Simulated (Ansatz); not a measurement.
The relaxed structure here is a generated cell of Sr4As2O: the first start was made by placing the elements on the sites of a structure type, and the end was not matched to a known phase here, so it may be hypothetical.

One starting cell of Sr₄As₂O (a generated cell, Sr4As2O built in the AFLOW prototype A2BC4_tI14_82_bc_a_g (E3, as in Al2CdS4)) was relaxed twice with Ansatz (plane waves, PAW, scalar-relativistic): with r2SCAN at 500 eV and with PBE at 420 eV. The r2SCAN result:

```yaml
crystal:
  lattice:
    - [-3.04309, 3.04309, 7.47540]
    - [3.04309, -3.04309, 7.47540]
    - [3.04309, 3.04309, -7.47540]
  atoms:
    - { symbol: As, position: [0.50000, 0.50000, 0.00000] }
    - { symbol: As, position: [0.25000, 0.75000, 0.50000] }
    - { symbol: O, position: [0.00000, 0.00000, 0.00000] }
    - { symbol: Sr, position: [0.30470, 0.88052, 0.97636] }
    - { symbol: Sr, position: [0.90416, 0.32834, 0.02364] }
    - { symbol: Sr, position: [0.11948, 0.09584, 0.42418] }
    - { symbol: Sr, position: [0.67166, 0.69530, 0.57582] }
```

| quantity | r2SCAN | PBE |
|---|---|---|
| space group | I-4 | I-4 |
| volume (Å³/atom) | 39.56 | [?] |
| a (Å) | 6.086 | [?] |
| c (Å) | 14.951 | [?] |
| gap (eV, no spin-orbit coupling) | 0.17 | [?] |

### Question
Fill in the PBE column.

### Answer

- volume (Å³/atom), PBE: 40.07
- a (Å), PBE: 6.144
- c (Å), PBE: 14.860
- gap (eV, no spin-orbit coupling), PBE: 0.00

Both levels end in the same structure; PBE's volume is 1.3 % larger; its gap is 0.17 eV smaller, so that PBE closes a gap that the other level keeps. Neither column is exact.

No spin polarisation in the result.

The run could not lower the symmetry of its start; a shaken copy of this end point relaxes with r2SCAN to P-4 (No. 81), 0.344 eV/atom lower.

Ansatz is a first-principles code.
